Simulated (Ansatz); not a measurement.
**CrAuS₂: do energies and stresses tell the same story?**

Level of theory: DFT PBEsol, scalar-relativistic, plane waves, PAW in Ansatz 0.2.0.

Cutoff 420 eV; k points 12×12×12 on the computed 4-atom cell (Γ-centred); Gaussian smearing, width 0.02 eV; collinear spin from starting moments 2.83 0 0 0 μB.

Relaxed cell: R-3m, a = 3.465 Å, b = 3.465 Å, c = 21.214 Å, α = 90.00°, β = 90.00°, γ = 120.00°, 4 atoms in the primitive cell. Whether it is the stable form of this composition wasn't checked.

Energies at zero smearing and pressures from the stress tensor, at volumes with shape and atoms relaxed:
```tsv
V (Å³/atom)	E − E(first) (meV/atom)	P (GPa)
17.278	0.00	4.85
17.829	-12.70	2.48
18.381	-16.85	-0.01
18.932	-13.01	-2.17
19.484	-2.27	-4.03
```

Task: Check P = −dE/dV between neighbouring volumes, and get the bulk modulus from the pressures alone.

Result: With 1 eV/Å³ = 160.2 GPa:
| middle V (Å³/atom) | −ΔE/ΔV (GPa) | mean P (GPa) |
| --- | --- | --- |
| 17.554 | 3.691 | 3.666 |
| 18.105 | 1.204 | 1.238 |
| 18.656 | -1.116 | -1.089 |
| 19.208 | -3.120 | -3.099 |

The two differ by 0.03 GPa at most. The mean of two end pressures misses the average over a step by about ΔV² P″/12, up to 0.04 GPa here; with that taken off 0.02 GPa remains. Around V = 18.381 Å³/atom, the two neighbours give B = −V ΔP/ΔV = 18.381 × 4.65 / 1.103 = 77.5 GPa, against B0 = 75.6 GPa from the Birch–Murnaghan fit of the energies.

Spin-orbit coupling is left out, which matters for the bands of heavy elements. The cell holds one magnetic atom, so it can only be ferromagnetic; an antiferromagnetic order may lie lower.

Only this magnetic start was tried.